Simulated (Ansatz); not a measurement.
An Ansatz (a first-principles code) input:

Ansatz 0.2 input:
```yaml
crystal:
  lattice:
    - [-2.6849680201, 2.6849680201, 5.7492231044]
    - [2.6849680201, -2.6849680201, 5.7492231044]
    - [2.6849680201, 2.6849680201, -5.7492231044]
  atoms:
    - { symbol: La, position: [0.0, 0.0, 0.0] }
    - { symbol: La, position: [0.75, 0.25, 0.5] }
    - { symbol: Nb, position: [0.5, 0.5, 0.0] }
    - { symbol: Nb, position: [0.25, 0.75, 0.5] }
    - { symbol: O, position: [0.6560434243, 0.5770161728, 0.407231722] }
    - { symbol: O, position: [0.3270161728, 0.4197844508, 0.4209727486] }
    - { symbol: O, position: [0.1697844508, 0.2488117022, 0.592768278] }
    - { symbol: O, position: [0.9988117022, 0.9060434243, 0.5790272514] }
    - { symbol: O, position: [0.0939565757, 0.6729838272, 0.092768278] }
    - { symbol: O, position: [0.4229838272, 0.8302155492, 0.0790272514] }
    - { symbol: O, position: [0.5802155492, 0.0011882978, 0.907231722] }
    - { symbol: O, position: [0.7511882978, 0.3439565757, 0.9209727486] }
kpoints:
  mp_grid: { grid: [6, 6, 6] }
  band_path:
    path:
      - [[0.0, 0.0, 0.0], [0.0, 0.0, 0.5], [0.25, 0.25, 0.25], [0.0, 0.5, 0.0], [0.0, 0.0, 0.0], [0.5, 0.5, -0.5], [0.3045255329, 0.6954744671, -0.3045255329]]  # Γ-X-P-N-Γ-M-S
      - [[-0.3045255329, 0.3045255329, 0.3045255329], [0.0, 0.0, 0.0]]  # S_0-Γ
      - [[0.0, 0.0, 0.5], [-0.1090510658, 0.1090510658, 0.5]]  # X-R
      - [[0.5, 0.5, -0.1090510658], [0.5, 0.5, -0.5]]  # G-M
      - [VBM, CBM]
    npoints: 8
basis: { xc_grid: 2 }
hamiltonian:
  xc: pbesol
  pseudopotentials: { kind: paw }
magnetization: { noncollinear: true, spin_orbit: true }
scf:
  n_extra_bands: 24
  convergence: { dr2_threshold: 0.0000000001 }
  occupations: { method: gaussian, width: 0.01 }
checkpoint: { write: soc.run }
output: { eigenvalues: true }
```

**Question.** How many symmetry operations and irreducible k-points will the run report?

**Answer.** 8 operations, 36 of 216 k-points.

**Question.** With a cutoff of 420 eV, how many plane waves at Γ?

**Answer.** 3219.

It took very roughly 26 core-minutes on shared server cores.

Space group I4_1/a. The first step of the workflow began from a Materials Project structure, measured or hypothetical; the Crystallography Open Database files this formula in space group No. 88, but the cells were not matched. Its standing as an ambient phase is unchecked. Symmetry was held in the PBEsol relaxation. At this level the phase is mechanically unstable. The run is not spin-polarised.

Potentials: the later of the program's two PAW sets.

Ansatz is a plane-wave DFT program.
